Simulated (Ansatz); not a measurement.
# C, first-principles data

C:
```
CELL_PARAMETERS angstrom
      2.32525     4.58049     0.00000
     -2.32525     4.58049     0.00000
     -1.54312     0.00000     3.25439
ATOMIC_POSITIONS crystal
  C  0.78267 0.82363 0.44804
  C  0.21733 0.17637 0.55196
  C  0.82363 0.78267 0.05196
  C  0.17637 0.21733 0.94804
  C  0.09032 0.57183 0.87676
  C  0.90968 0.42817 0.12324
  C  0.57183 0.09032 0.62324
  C  0.42817 0.90968 0.37676
```

Space group C2/c (No. 15); conventional cell a = 4.650 Å, b = 9.161 Å, c = 3.602 Å, α = γ = 90.00°, β = 115.37°.

Method: the program Ansatz at the r²SCAN level (PAW). The cell and atoms are relaxed at this level. Other levels are named where they apply.

### Cell and energy

```
Item                 Result
---------------  ----------
Volume per atom     8.67 Å³
Density          2.30 g/cm³
```

### Electronic structure

```
Quantity                                                                                                                         Value
----------------------------------------  --------------------------------------------------------------------------------------------
Band gap                                                                                                            0.40 eV (indirect)
Valence-band maximum                                                                                                              at Γ
Conduction-band minimum                   off the standard path, at k = (0.227, -0.466, -0.419) in fractions of the reciprocal vectors
Smallest direct gap on the standard path                                                                                       1.25 eV
Electron effective mass                                                                          0.40, 0.45, 3.0 mₑ (principal values)
Hole effective mass                                                                               0.52, 1.1, 2.8 mₑ (principal values)
HSE06 gap on the r²SCAN cell                                                                                                   1.00 eV
```

### Mechanics

```
Property                                                                                                                                                                               Value
-------------------------------------  -----------------------------------------------------------------------------------------------------------------------------------------------------
Elastic constants (relaxed ions, GPa)  C11 = 383, C22 = 20.4, C33 = 636, C12 = 4.2, C13 = 75.3, C23 = 3.0, C44 = 4.1, C55 = 282, C66 = -0.9, C15 = -118, C25 = -0.3, C35 = -70.9, C46 = -2.2
Mechanical stability                                                                                                                    marginal (the smallest eigenvalue of C is near zero)
```

The start of the workflow was typed in or built on a structure type; neither database checked (COD, Materials Project) lists it. It is not the phase usual at ambient conditions (space group No. 194, 227). The r²SCAN relaxation kept the symmetry of its start; whether a distortion lowers the energy is not shown. The volume moved by 103 % from the start of the relaxation.

Potentials: the later of the program's two PAW sets.
